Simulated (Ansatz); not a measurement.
AlN (wurtzite)

```xyz
8
Lattice="3.1067 0.0000 0.0000 -1.5534 2.6905 0.0000 0.0000 0.0000 9.9569" Properties=species:S:1:pos:R:3 pbc="T T T"
Al     0.0000     1.7937     4.9615
Al     0.0000     1.7937     9.9400
Al     1.5534     0.8968     2.4723
Al     1.5534     0.8968     7.4507
N      0.0000     1.7937     1.8829
N      0.0000     1.7937     6.8613
N      1.5534     0.8968     4.3721
N      1.5534     0.8968     9.3506
```

A phonon eigenvector at A = (0.0, 0.0, 0.5) is frozen into this cell: atom i moves by Q times the vector below, so Q is the largest atomic displacement, in Å. The cell is held. It is one choice among 4 degenerate patterns. (q is in reciprocal vectors of the primitive cell; the cell shown is doubled to hold the pattern.)

```json
[
 {"atom": "Al1", "x": "0.000", "y": "-0.269", "z": "0.000"},
 {"atom": "Al2", "x": "0.000", "y": "0.269", "z": "0.000"},
 {"atom": "Al3", "x": "0.000", "y": "-0.522", "z": "0.000"},
 {"atom": "Al4", "x": "0.000", "y": "0.522", "z": "0.000"},
 {"atom": "N5", "x": "0.000", "y": "1.000", "z": "0.000"},
 {"atom": "N6", "x": "0.000", "y": "-1.000", "z": "0.000"},
 {"atom": "N7", "x": "0.000", "y": "0.659", "z": "0.000"},
 {"atom": "N8", "x": "0.000", "y": "-0.659", "z": "0.000"}
]
```

Level of theory: r2SCAN (plane waves to 500 eV, PAW, scalar-relativistic; Ansatz, an electronic-structure program). k mesh 12×12×4 (Γ-centred), Fermi-Dirac smearing 0.05 eV. The energy includes the smearing's −TS. AlN was relaxed with its symmetry unable to fall. ΔE is measured from the undisplaced structure.

Question: Predict the ΔE (eV/cell) at Q (Å) = -0.150, -0.120, -0.090, 0.120, 0.180.

Answer: 
```tsv
Q (Å)	ΔE (eV/cell)
-0.150	1.134
-0.120	0.715
-0.090	0.398
0.120	0.715
0.180	1.662
```

(For displaced atoms, the force is minus the slope of the energy, and its curvature is a force constant, which sets phonon frequencies.)
